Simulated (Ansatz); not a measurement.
LaN:
```cif
data_La4N4
_chemical_formula_sum 'La4 N4'
_space_group_name_H-M_alt 'P 1'
_space_group_IT_number 1
_cell_length_a 10.60544
_cell_length_b 3.75549
_cell_length_c 3.75394
_cell_angle_alpha 90.000
_cell_angle_beta 90.000
_cell_angle_gamma 90.000
loop_
_space_group_symop_operation_xyz
  'x, y, z'
loop_
_atom_site_label
_atom_site_type_symbol
_atom_site_fract_x
_atom_site_fract_y
_atom_site_fract_z
_atom_site_occupancy
La1 La 0.12458 0.25000 0.25851 1
La2 La 0.37542 0.75000 0.75851 1
La3 La 0.87542 0.75000 0.74149 1
La4 La 0.62458 0.25000 0.24149 1
N1 N 0.87684 0.25000 0.26965 1
N2 N 0.62316 0.75000 0.76965 1
N3 N 0.12316 0.75000 0.73035 1
N4 N 0.37684 0.25000 0.23035 1
```

Relaxed with r²SCAN. 

**Question.** HSE06 on this cell (Ansatz, a quantum-chemistry and plane-wave program, PAW) gives a gap of 0.84 eV. What does r²SCAN give?

**Answer.** 0.27 eV.

Cost on shared cores: the r²SCAN run (SCF on a 3×7×7 mesh, then bands and DOS) roughly 4 core-minutes, the HSE06 run (SCF on 2×4×4, then a few points) about 9 core-minutes (a rough figure); the tasks are unlike.

Space group Pnma. The start of the workflow was typed in or built on a structure type; neither database checked (COD, Materials Project) lists it. COD files the formula under space group No. 225, so this cell is another polymorph or a model. Its standing as an ambient phase is unchecked. The r²SCAN relaxation kept the symmetry of its start; whether a distortion lowers the energy is not shown. Spin–orbit coupling is left out wherever it is not named.

Potentials: the later of the program's two PAW sets.

Ansatz is a plane-wave DFT program.
